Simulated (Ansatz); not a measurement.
# Computed properties of Ba$_{2}$H$_{6}$Os

Ba2H6Os:
```
CELL_PARAMETERS angstrom
      0.00000     4.02818     4.02818
      4.02818     0.00000     4.02818
      4.02818     4.02818     0.00000
ATOMIC_POSITIONS crystal
  Ba 0.75000 0.75000 0.75000
  Ba 0.25000 0.25000 0.25000
  H  0.78500 0.78500 0.21500
  H  0.21500 0.21500 0.78500
  H  0.21500 0.78500 0.78500
  H  0.78500 0.21500 0.21500
  H  0.78500 0.21500 0.78500
  H  0.21500 0.78500 0.21500
  Os 0.00000 0.00000 0.00000
```

Space group Fm-3m (No. 225); conventional cell a = b = c = 8.056 Å, α = β = γ = 90.00°.

Method: the program Ansatz at the r²SCAN level (PAW). Structure relaxed to zero pressure with the same functional. Other levels are named where they apply.

Cell and energy:

```
Quantity                                                       Value
-----------------------------------------------------  -------------
Volume per atom                                             14.52 Å³
Density                                                   5.98 g/cm³
Formation energy from the elements (no fitted shifts)  -0.65 eV/atom
```

Electronic structure:

```
Item                                                                                                            Result
--------------------------------------------------------------  ------------------------------------------------------
Band gap                                                                                            2.25 eV (indirect)
Valence-band maximum                                                                                              at Γ
Conduction-band minimum                                                                    at X (3 equivalent valleys)
Smallest direct gap on the standard path                                                                       2.53 eV
Electron effective mass                                                             0.47, 13, 13 mₑ (principal values)
Weight of the conduction-edge state by species (Voronoi cells)                                H 63 %, Os 23 %, Ba 14 %
Hole effective mass, band 1 of 3 at the edge                    5.7 along [100], 5.7 along [110], 4.6 along [111] (mₑ)
Hole effective mass, band 2 of 3 at the edge                    5.7 along [100], 4.1 along [110], 4.6 along [111] (mₑ)
Hole effective mass, band 3 of 3 at the edge                    2.2 along [100], 2.5 along [110], 2.7 along [111] (mₑ)
Hole effective mass with spin–orbit coupling                                                        3.7 mₑ (isotropic)
Weight of the valence-edge state by species (Voronoi cells)                                    Os 59 %, H 37 %, Ba 5 %
HSE06 gap on the r²SCAN cell                                                                                   3.10 eV
Gap with spin–orbit coupling                                                                                   2.01 eV
```

Mechanics:

```
Item                                   Value
----------------------------------  --------
Bulk modulus (Birch–Murnaghan fit)  46.1 GPa
Pressure derivative B′                   3.9
```

Charges:

```
Quantity                              Result
-------------  -----------------------------
Bader charges  Ba +1.45, H -0.50, Os +0.08 e
```

The first step of the workflow began from a Materials Project structure, measured or hypothetical; the Crystallography Open Database copy checked does not list it. Its standing as an ambient phase is unchecked. The r²SCAN relaxation kept the symmetry of its start; whether a distortion lowers the energy is not shown. The run is not spin-polarised. The references are the lowest solids computed at this level, not always the standard phases (solids in place of the gases). Scalar-relativistic: spin–orbit coupling is off unless named, which matters more the heavier the elements.

Potentials: the later of the program's two PAW sets.
